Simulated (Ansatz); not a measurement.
A generator proposed this cell of ScSiS3.

```yaml
crystal:
  lattice:
    - [4.62344, 0.00000, 0.00000]
    - [0.00000, 4.62344, 0.00000]
    - [0.00000, 0.00000, 4.62344]
  atoms:
    - { symbol: Sc, position: [0.00000, 0.00000, 0.00000] }
    - { symbol: Si, position: [0.50000, 0.50000, 0.50000] }
    - { symbol: S, position: [0.00000, 0.50000, 0.50000] }
    - { symbol: S, position: [0.50000, 0.00000, 0.50000] }
    - { symbol: S, position: [0.50000, 0.50000, 0.00000] }
```

Computed with Ansatz, DFT PBE, scalar-relativistic, plane waves, PAW. Plane waves to 420 eV, a k mesh through Γ of 4×4×4 on the computed 5-atom cell and Gaussian smearing (0.10 eV); no spin polarisation.

The zero of energy is the elements' standard structures at the same level; no fitted shifts are applied.

Q: Estimate its pressure, forces and energy as it stands.

A: The pressure is -5.0 GPa (it wants to contract), the largest force is 0.00 eV/Å (symmetry fixes the atoms), and the energy is −0.49 eV/atom against the elements. The shortest distance is 2.31 Å.

Q: How much does it gain on relaxing, and where does it end?

A: Relaxing gains under 0.1 eV/atom (the start's value is from the coarse mesh, so the gain is rough) in 8 ionic steps and ends at −0.49 eV/atom on the finer mesh. The symmetry stays Pm-3m (No. 221). The end has the cubic perovskite type. The volume per atom shrinks by 6.4 %, from 19.8 to 18.5 Å³. The shortest distance goes from 2.31 Å (Si–S) to 2.26 Å (Si–S). Conventional cell: a = 4.522 Å. Sc has 12 S at 3.20 Å; Si is surrounded by 6 S at 2.26 Å; S is surrounded by 2 Si at 2.26 Å, 4 Sc at 3.20 Å and 8 S at 3.20 Å.

The last run used an 8×8×8 mesh for its 5-atom cell and Gaussian smearing of 0.10 eV. An odd number of electrons in the primitive cell allows no gap without spin; a larger cell or a magnetic state could open one. The reference form of S is held partly by dispersion forces, which this level lacks. The relaxation can't lower the symmetry of the start. Symmetry constrained the relaxation, so the result can be a saddle point. Another cell of ScSiS3 relaxed alike, in P4mm, lies 0.39 eV/atom lower, so this cell isn't the stable form at this level.
